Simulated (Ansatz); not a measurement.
GaAs (zinc blende)

```xyz
2
Lattice="0.0000 2.8328 2.8328 2.8328 0.0000 2.8328 2.8328 2.8328 0.0000" Properties=species:S:1:pos:R:3 pbc="T T T"
As     4.2492     4.2492     4.2492
Ga     0.0000     0.0000     0.0000
```

The volume is varied about the relaxed value V₀ at fixed cell shape. Symmetry pins the atoms to their sites.

The numbers are results of r2SCAN (plane waves to 500 eV, PAW, scalar-relativistic; Ansatz, a quantum-chemistry and plane-wave program), not measurements. k mesh 10×10×10 (Γ-centred), Fermi-Dirac smearing 0.05 eV. Energies are smeared free energies. GaAs was relaxed with its symmetry unable to fall. The PAW data are Ansatz's earlier set. ΔE is measured from the relaxed starting cell.

```
V (Å³/atom)  ΔE (meV/atom)
-----------  -------------
20.459                62.5
20.838                42.0
21.217                26.0
21.596                14.2
21.974                 6.1
22.353                 1.5
22.732                 0.0
23.111                 1.4
23.490                 5.4
23.869                11.7
24.248                20.2
24.626                30.7
25.005                42.9
```

**Question.** What is the fitted pressure derivative B₀′?

**Answer.** 4.6.

**Question.** What bulk modulus B₀ follows from a third-order Birch-Murnaghan fit?

**Answer.** 72.3 GPa. Check by three points about V = 22.732 Å³/atom, step 0.379: d²E/dV² ≈ (1.5 − 2·0.0 + 1.4) meV / 0.379² = 0.0202 eV/Å⁶, and V·d²E/dV² × 160.2 = 73.6 GPa.

(A scan under strain: stresses follow from slopes of the energy per volume, elastic moduli from its curvatures.)
